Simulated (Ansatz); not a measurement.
A generated cell, not matched to a known phase here, of Mo₃W: Immm (No. 71), oI8; a = 3.135 Å, b = 4.436 Å, c = 8.868 Å, α = 90.00°, β = 90.00°, γ = 90.00°; Mo 4i (0.000, 0.000, 0.250); W 2d (0.000, 0.500, 0.000); Mo 2b (0.500, 0.000, 0.000). The numbers are results of PBEsol (plane waves to 420 eV, PAW, scalar-relativistic; Ansatz, a program for electronic structure), not measurements. Element references, the lowest calculated here: W (Im-3m), Mo (Im-3m).

Problem. Estimate the formation energy of this Immm form of Mo3W from the elements that PBEsol returns for this input.

Solution. -0.01 eV/atom.

A lower structure of this composition may exist.

Static energies, no anion corrections, no zero-point energy. Values are rounded to 0.01 eV/atom. Not shown to be the ambient phase of their composition (a lower form may be missing, and a cell relaxed within its start's symmetry can be a saddle point): Mo3W (Immm). Spin-orbit coupling is missing from these energies, which matters for elements this heavy. The compounds carry no spin polarisation.
